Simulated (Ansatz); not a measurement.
# Computed properties of Ge$_{2}$Sb$_{2}$Te$_{5}$

Ge2Sb2Te5:
```cif
data_Ge2Sb2Te5
_chemical_formula_sum 'Te5 Ge2 Sb2'
_space_group_name_H-M_alt 'P 1'
_space_group_IT_number 1
_cell_length_a 4.24746
_cell_length_b 4.24746
_cell_length_c 17.34563
_cell_angle_alpha 90.000
_cell_angle_beta 90.000
_cell_angle_gamma 120.000
loop_
_space_group_symop_operation_xyz
  'x, y, z'
loop_
_atom_site_label
_atom_site_type_symbol
_atom_site_fract_x
_atom_site_fract_y
_atom_site_fract_z
_atom_site_occupancy
Te1 Te 0.00000 0.00000 0.00000 1
Ge1 Ge 0.66667 0.33333 0.09872 1
Ge2 Ge 0.33333 0.66667 0.90128 1
Te2 Te 0.33333 0.66667 0.19495 1
Te3 Te 0.66667 0.33333 0.80505 1
Sb1 Sb 0.00000 0.00000 0.31150 1
Sb2 Sb 0.00000 0.00000 0.68850 1
Te4 Te 0.66667 0.33333 0.40967 1
Te5 Te 0.33333 0.66667 0.59033 1
```

Space group P-3m1 (No. 164); conventional cell a = 4.2475 Å, b = 4.2475 Å, c = 17.3456 Å, α = 90.00°, β = 90.00°, γ = 120.00°.

Method: r²SCAN+D4 (plane waves, PAW; program Ansatz). Geometry: relaxed at this level of theory. Other levels are named where they apply.

Cell and energy:

- Volume per atom: 30.11 Å³
- Density: 6.29 g/cm³
- Formation energy from the elements (no fitted shifts): -0.081 eV/atom

Electronic structure:

Band gap: 0.38 eV (smallest direct gap 0.40 eV)
Valence-band maximum: at Γ
Conduction-band minimum: on the K–Γ line, 85 % of the way from K (6 equivalent valleys)
Electron effective mass: 0.046, 0.14, 0.34 mₑ (principal values)
Hole effective mass: 0.049, 0.049, 0.50 mₑ (principal values)
HSE06 gap on the r²SCAN+D4 cell: 0.61 eV

The cell was relaxed with r²SCAN+D4 under the symmetry of its start. The references are the lowest solids computed at this level, not always the standard phases. Spin–orbit coupling is left out wherever it is not named.

Potentials: the later of the program's two PAW sets.
